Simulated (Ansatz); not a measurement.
BiBr:
```cif
data_Bi16Br16
_chemical_formula_sum 'Bi16 Br16'
_space_group_name_H-M_alt 'C2/m'
_space_group_IT_number 12
_space_group_name_Hall '-C 2y'
_cell_length_a 13.00575
_cell_length_b 4.20353
_cell_length_c 19.68319
_cell_angle_alpha 90.000
_cell_angle_beta 106.959
_cell_angle_gamma 90.000
loop_
_atom_site_label
_atom_site_type_symbol
_atom_site_symmetry_multiplicity
_atom_site_Wyckoff_symbol
_atom_site_fract_x
_atom_site_fract_y
_atom_site_fract_z
_atom_site_occupancy
Bi1 Bi 4 i 0.33293 0.50000 0.00503 1
Bi2 Bi 4 i 0.17221 0.00000 0.50651 1
Bi3 Bi 4 i 0.20078 0.00000 0.15330 1
Bi4 Bi 4 i 0.06659 0.00000 0.34771 1
Br1 Br 4 i 0.13896 0.00000 0.81285 1
Br2 Br 4 i 0.43386 0.00000 0.37710 1
Br3 Br 4 i 0.04152 0.50000 0.11440 1
Br4 Br 4 i 0.30658 0.00000 0.68911 1
```
(The calculation used a cell of 16 atoms; values per cell refer to that cell.)

Relaxed at zero pressure with LDA in the plane-wave PAW code Ansatz.

The volume is lowered by 3 % and shape and atoms relax at that volume. What pressure results, and how do the axes share the change?

0.7 GPa; a -1.8 %, b -0.2 %, c -1.2 %; the energy rises by 2 meV/atom.

Give the new structure.


Space group C2/m (No. 12); a = 12.776 Å, b = 4.195 Å, c = 19.444 Å, α = γ = 90.00°, β = 106.66°

```
atom  site  symmetry       x       y       z
----  ----  --------  ------  ------  ------
Bi      4i         m  0.3341  0.5000  0.0048
Bi      4i         m  0.1710  0.0000  0.5069
Bi      4i         m  0.2010  0.0000  0.1551
Bi      4i         m  0.0664  0.0000  0.3466
Br      4i         m  0.1364  0.0000  0.8126
Br      4i         m  0.4312  0.0000  0.3758
Br      4i         m  0.0397  0.5000  0.1148
Br      4i         m  0.3044  0.0000  0.6901
```

The phase is kept; no other phase was compared at this pressure.

The first step of the workflow began from a Materials Project structure, measured or hypothetical; the Crystallography Open Database files this formula in space group No. 12, but the cells were not matched. Its standing as an ambient phase is unchecked. The LDA relaxation kept the symmetry of its start; whether a distortion lowers the energy is not shown. A crystal of weakly bound chains computed without a dispersion correction: the cell and the soft elastic constants depend strongly on that. Scalar-relativistic: spin–orbit coupling is off unless named, which matters more the heavier the elements.

Potentials: the later of the program's two PAW sets.
